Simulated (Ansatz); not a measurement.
## Relaxing CuI$_{2}$ in the CdI2 type

First guess:

```yaml
crystal:
  lattice:
    - [3.71978, 0.00000, 0.00000]
    - [-1.85989, 3.22142, 0.00000]
    - [0.00000, 0.00000, 5.95165]
  atoms:
    - { symbol: Cu, position: [0.00000, 0.00000, 0.00000] }
    - { symbol: I, position: [0.33333, 0.66667, 0.25000] }
    - { symbol: I, position: [0.66667, 0.33333, 0.75000] }
```

Level of theory: DFT, PBE, PAW with Ansatz's default frozen-core files, scalar-relativistic in Ansatz 0.2.0.

Cell and atoms relax within the symmetry of the start on a 13×13×7 k mesh with 0.08 eV Fermi–Dirac smearing.

The start is built from a prototype, known or not as a phase of this compound; the cutoff is 420 eV.

No spin–orbit coupling, which matters for the heavy atoms here.

Q: What is the pressure of the first guess?

A: 13.15 GPa.

Q: What does it relax to?

A: a = 3.947 Å, b = 3.947 Å, c = 7.625 Å, α = 90.00°, β = 90.00°, γ = 120.00° (conventional cell), 34.29 Å³ per atom:
```xyz
3
Lattice="3.9470 0.0000 0.0000 -1.9735 3.4182 0.0000 0.0000 0.0000 7.6253" Properties=species:S:1:pos:R:3 pbc="T T T"
Cu    0.0000    0.0000    0.0000
I     0.0000    2.2788    1.5980
I     1.9735    1.1394    6.0273
```

Q: How much energy does the relaxation release?

A: 204 meV/atom.
